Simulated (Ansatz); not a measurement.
TiSi$_{2}$ in space group Fddd (No. 70; Ti on 8b, Si on 16f) at seven volumes, PBE (plane waves, PAW; program Ansatz), shape and atoms relaxed at each. One row is withheld.

```tsv
V (Å³/atom)	P (GPa)
12.897	16.22
13.323	9.92
13.748	4.56
14.173	0.00
14.598	-3.88
15.023	?
15.449	-9.96
```

Problem. Fit the shown pressures and predict the withheld one.

Solution. P = (3/2)B₀(x^(7/2) − x^(5/2))[1 + (3/4)(B′ − 4)(x − 1)] with x = (V₀/V)^(2/3). Least squares on the six rows gives V₀ = 14.173 Å³/atom, B₀ = 140 GPa, B′ = 4.39. At V = 15.023, x = 0.9619 and P = -7.18 GPa. The run itself gave -7.18 GPa.

The PBE relaxation kept the symmetry of its start. The run is not spin-polarised.

Potentials: the earlier of the program's two PAW sets.
